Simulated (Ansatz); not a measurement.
A geometry of ZnAu away from equilibrium: the start of the relaxation of a generated cell, ZnAu placed in the AFLOW prototype AB_oP8_62_c_c (B27, as in FeB). These are PBEsol (plane waves to 420 eV, PAW, scalar-relativistic; Ansatz, a quantum-chemistry and plane-wave program) values and carry that method's errors. Γ-centred k-mesh 5×9×7 on the run's cell (coarser than for final values), Fermi–Dirac smearing 0.05 eV.

```xyz
8
Lattice="6.8126 0.0000 0.0000 0.0000 3.6524 0.0000 0.0000 0.0000 5.0248" Properties=species:S:1:pos:R:3 pbc="T T T"
Zn     5.5863     0.9131     0.6281
Zn     2.1800     0.9131     1.8843
Zn     1.2263     2.7393     4.3967
Zn     4.6326     2.7393     3.1405
Au     0.8516     0.9131     3.4671
Au     4.2579     0.9131     4.0701
Au     5.9610     2.7393     1.5577
Au     2.5547     2.7393     0.9547
```

Give the Cartesian forces on all atoms (eV/Å).


```
atom     Fx    Fy     Fz
----  -----  ----  -----
Zn1    2.29  0.00  -0.57
Zn2    2.29  0.00   0.57
Zn3   -2.29  0.00   0.57
Zn4   -2.29  0.00  -0.57
Au5   -8.06  0.00  -0.62
Au6   -8.06  0.00   0.62
Au7    8.06  0.00   0.62
Au8    8.06  0.00  -0.62
```

What is the pressure?

+78.0 GPa, compression positive.

How much energy per atom can still be gained by relaxing?

2.07 eV/atom; the path ends in Pnma (No. 62).

No spin polarisation in the result.

The run could not lose the symmetry of its start: the end is stationary, and may be a saddle point rather than a minimum.

The end of the path is a generated cell of ZnAu: the first start was made by placing the elements on the sites of a structure type, and the end was not matched to a known phase here, so it may be hypothetical. Known forms of ZnAu include space group No. 221.
